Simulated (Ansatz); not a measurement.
Relaxed-ion elastic tensor of AgW (rock salt, Fm-3m) in GPa (Voigt order), plane-wave PAW r²SCAN (Ansatz code); density 13.00 g/cm³, 18.63 Å³ per atom.

```
  390   54.9   54.9    0.0    0.0    0.0
 54.9    390   54.9    0.0    0.0    0.0
 54.9   54.9    390    0.0    0.0    0.0
  0.0    0.0    0.0  -16.9    0.0    0.0
  0.0    0.0    0.0    0.0  -16.9    0.0
  0.0    0.0    0.0    0.0    0.0  -16.9
```

**Question.** Is the crystal mechanically stable?

**Answer.** No: the smallest eigenvalue of C is -16.9 GPa.

The start of the workflow was typed in or built on a structure type; neither database checked (COD, Materials Project) lists it. Its standing as an ambient phase is unchecked. The cell was relaxed with r²SCAN under the symmetry of its start. At this level the phase is mechanically unstable. The run is not spin-polarised. Its formation energy is positive at this level, so the cell may be metastable or incomplete. As this level gives no gap, shear constants depend on the k-mesh and smearing (Fermi–Dirac, 0.1 eV here). Spin–orbit coupling is left out wherever it is not named.

Potentials: the earlier of the program's two PAW sets.
